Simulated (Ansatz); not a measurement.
ReC:
```
ReC
1.0
    0.00000     2.31857     2.31857
    2.31857     0.00000     2.31857
    2.31857     2.31857     0.00000
Re C
1 1
Direct
  0.00000   0.00000   0.00000
  0.25000   0.25000   0.25000
```

Relaxed with PBE. Special points in fractions of this cell's reciprocal vectors: Γ (0.000, 0.000, 0.000); X (0.500, 0.000, 0.500); U (0.625, 0.250, 0.625); K (0.375, 0.375, 0.750); L (0.500, 0.500, 0.500); W (0.500, 0.250, 0.750).

### Question
List the band energies nearest the Fermi level at these points for PBE (plane waves, PAW; program Ansatz).

### Answer
In eV from the Fermi level; about four levels below and three above (degenerate sets whole), none deeper than 8.9 eV; … stands for higher levels left out; points with the same levels are listed once.

| k | below | above |
|---|---|---|
| Γ | -5.86 -5.86 -5.86 -0.62 -0.62 | 3.19 … |
| X | -7.45 -2.85 -2.85 -2.25 | 0.81 1.44 … |
| U | -3.63 -3.59 -2.69 -0.12 | 1.31 3.80 … |
| L | -5.64 -5.16 -5.16 | 0.19 0.19 0.78 |
| W | -4.82 -3.38 -2.00 -0.43 | 1.07 3.12 … |

Space group F-43m (zinc blende). The start of the workflow was typed in or built on a structure type; neither database checked (COD, Materials Project) lists it. Whether it is the stable phase at ambient conditions was not checked. Symmetry was held in the PBE relaxation; its stability against distortions is not shown here. The run is not spin-polarised. Its formation energy is positive at this level, so the cell may be metastable or incomplete. Scalar-relativistic: spin–orbit coupling is off unless named, which matters more the heavier the elements.

Potentials: the earlier of the program's two PAW sets.
